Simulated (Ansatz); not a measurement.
AlGaAs₂:
```xyz
4
Lattice="4.0597 0.0000 0.0000 0.0000 4.0597 0.0000 0.0000 0.0000 5.7286" Properties=species:S:1:pos:R:3 pbc="T T T"
Ga     0.0000     0.0000     0.0000
As     2.0299     0.0000     1.4415
Al     2.0299     2.0299     2.8643
As     0.0000     2.0299     4.2872
```

Relaxed with PBE. Special points in fractions of this cell's reciprocal vectors: Γ (0.000, 0.000, 0.000); X (0.000, 0.500, 0.000); M (0.500, 0.500, 0.000); Z (0.000, 0.000, 0.500); R (0.000, 0.500, 0.500); A (0.500, 0.500, 0.500).

**Question.** List the band energies nearest the valence-band maximum at these points for DFT-PBE with spin–orbit coupling in the program Ansatz with PAW potentials.

**Answer.** In eV from the valence-band maximum; about four levels below and three above (degenerate sets whole), none deeper than 8.9 eV; points with the same levels are listed once.

```json
[
 {"k": "Γ", "below": "-0.02 -0.02 0.00 0.00", "above": "0.76 0.76 1.49 1.49"},
 {"k": "X", "below": "-1.16 -1.16 -1.07 -1.07", "above": "2.74 2.74 3.01 3.01"},
 {"k": "M", "below": "-2.35 -2.35 -2.33 -2.33", "above": "1.40 1.40 1.43 1.43"},
 {"k": "Z", "below": "-1.48 -1.48 -1.38 -1.38", "above": "1.94 1.94 2.38 2.38"},
 {"k": "R", "below": "-0.98 -0.98 -0.89 -0.89", "above": "0.88 0.88 1.82 1.82"},
 {"k": "A", "below": "-3.01 -3.01 -2.99 -2.99", "above": "4.35 4.35 4.38 4.38"}
]
```

Space group P-4m2. The start of the workflow was typed in or built on a structure type; neither database checked (COD, Materials Project) lists it. Whether it is the stable phase at ambient conditions was not checked. The cell was relaxed with PBE under the symmetry of its start; its stability against distortions is not shown here.

Potentials: the later of the program's two PAW sets.
